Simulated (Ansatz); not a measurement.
Ca:
```yaml
crystal:
  lattice:
    - [-2.16094, 2.16094, 2.16094]
    - [2.16094, -2.16094, 2.16094]
    - [2.16094, 2.16094, -2.16094]
  atoms:
    - { symbol: Ca, position: [0.00000, 0.00000, 0.00000] }
```

Relaxed with PBEsol. Special points in fractions of this cell's reciprocal vectors: Γ (0.000, 0.000, 0.000); H (0.500, -0.500, 0.500); N (0.000, 0.000, 0.500); P (0.250, 0.250, 0.250).

Task: List the band energies nearest the Fermi level at these points for PBEsol in the plane-wave PAW code Ansatz.

Result: In eV from the Fermi level; about four levels below and three above (degenerate sets whole), none deeper than 8.9 eV; points with the same levels are listed once.

```tsv
k	below	above
Γ	-4.18	2.33 2.33 2.33
H	-0.02 -0.02	4.06 4.06 4.06
N	-0.96 0.00	1.32 3.34 3.73
P	–	0.32 0.32 0.32
```

Space group Im-3m (bcc (W type)). This is a known high-temperature phase of the composition, computed here at zero pressure and temperature. The cell was relaxed with PBEsol under the symmetry of its start; its stability against distortions is not shown here.

Potentials: the later of the program's two PAW sets.
